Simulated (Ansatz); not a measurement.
The elements of this relaxed trial crystal are hidden behind letters.

```
lattice vectors (Å)
   5.0119    0.0000    0.0000
   0.0000    5.0119    0.0000
   0.0000    0.0000    8.2179
fractional positions
X 0.5000 0.5000 0.5000
Z 0.0000 0.0000 0.0000
Q 0.5000 0.0000 0.7954
Q 0.0000 0.5000 0.2046
Q 0.5000 0.0000 0.2046
Q 0.0000 0.5000 0.7954
```

Theory: Ansatz 0.2.0, DFT PBE, scalar-relativistic, plane waves, PAW, and for the lanthanide a 4f-in-core norm-conserving potential. The final run on the 6-atom cell used 690 eV, a Γ-centred 6×6×4 mesh, 0.02 eV smearing and no spin polarisation.

```
Space group                              : P4/mmm (No. 123)
Conventional cell                        : a = 5.012 Å, c = 8.218 Å
Volume per atom                          : 34.40 Å³
Density                                  : 4.59 g/cm³
Energy over the elements                 : −1.718 eV/atom
Gap on the 6×6×4 mesh of the 6-atom cell : 2.35 eV
```

Energies are uncorrected and count from the elements' standard states at the same level.

Task: X is an s-block element of period 5, Z is a lanthanide and Q is a p-block element of period 4. Which elements are they?

Result: X = Rb, Z = Ho, Q = Br, so the formula is RbHoBr4. Density times volume gives a mean mass of 4.59 × 34.40/1.6605 = 95.1 u per atom, and this set has 95.0 u. Around Rb lie 8 Br at 3.49 Å; around Ho lie 8 Br at 3.02 Å; around Br lie 2 Ho at 3.02 Å, 5 Br at 3.36–3.54 Å and 2 Rb at 3.49 Å. Other sets within the hints have nearly the same mass, so mass alone doesn't settle it; this one was computed.

Kohn–Sham gaps at this level usually fall short of measured ones. A structure relaxed within its symmetry needn't be a true minimum. Another cell of RbHoBr4 relaxed alike, in P4/mmm, lies 43 meV/atom lower, so this cell isn't the stable form at this level.

The lanthanide is trivalent by construction, without f bands, f moments or other valences. The reference runs of the other elements, and any phases without the lanthanide, used 420 eV, which shifts energies against them by under 10 meV/atom. The lanthanide's reference is the lowest of its hcp, dhcp and fcc cells.
